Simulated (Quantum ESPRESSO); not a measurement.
# Kohn-Sham bands of Sr2MgH6 (P-3m1)

```
Sr2MgH6
1.0
    5.47544     0.00000     0.00000
   -2.73772     4.74187     0.00000
    0.00000     0.00000     4.18847
Sr Mg H
2 1 6
Direct
  0.66667   0.33333   0.26353
  0.33333   0.66667   0.73647
  0.00000   0.00000   0.00000
  0.82346   0.64692   0.76525
  0.17654   0.35308   0.23475
  0.35308   0.17654   0.76525
  0.64692   0.82346   0.23475
  0.82346   0.17654   0.76525
  0.17654   0.82346   0.23475
```

Structure: Materials Project mp-644225, symmetrised, not relaxed again. Not found in the COD (Crystallography Open Database) copy used; not checked further. Computed values, not measurements, from PBEsol: Quantum ESPRESSO (norm-conserving PseudoDojo potentials, cutoff 68 Ry, spinors with spin-orbit coupling) on a Γ-centred 4×4×6 mesh, then Wannier90. Density: 12×12×8 mesh, cold smearing 0.01 Ry.

### Question
List the Kohn-Sham levels between −8 and 5.5 eV relative to the valence-band maximum at the high-symmetry points, as a band run of pw.x on that density gives them (levels within 2 meV counted together).

### Answer
| point | k (reciprocal lattice) | levels (eV) |
|---|---|---|
| Γ | 0.000 0.000 0.000 | -6.23 (×2), -2.58 (×2), -2.56 (×2), -2.51 (×2), -0.45 (×2), -0.40 (×2), 2.52 (×2), 4.44 (×2), 4.46 (×2) |
| M | 0.500 0.000 0.000 | -4.79 (×2), -4.31 (×2), -2.55 (×2), -2.18 (×2), -0.38 (×2), 0.00 (×2), 3.36 (×2), 3.61 (×2), 3.64 (×2), 3.94 (×2), 4.32 (×2), 5.50 (×2) |
| K | 0.333 0.333 0.000 | -4.59 (×2), -3.79 (×2), -3.75 (×2), -1.09 (×2), -1.08 (×2), -0.01 (×2), 3.20 (×2), 3.50 (×2), 4.20 (×2), 4.21 (×2), 4.89 (×2), 4.90 (×2) |
| A | 0.000 0.000 0.500 | -4.54 (×2), -3.63 (×2), -2.24 (×4), -1.78 (×4), 4.86 (×2), 4.92 (×2), 4.98 (×2), 4.99 (×2), 5.08 (×2), 5.18 (×2) |
| L | 0.500 0.000 0.500 | -3.91 (×2), -2.98 (×2), -2.69 (×2), -2.33 (×2), -2.02 (×2), -1.32 (×2), 2.88 (×2), 2.99 (×2), 4.23 (×2), 4.25 (×2) |
| H | 0.333 0.333 0.500 | -3.78 (×2), -2.64 (×2), -2.60 (×2), -2.57 (×2), -1.92 (×2), -1.91 (×2), 3.67 (×2), 3.72 (×2), 4.41 (×4), 4.66 (×2), 4.67 (×2) |
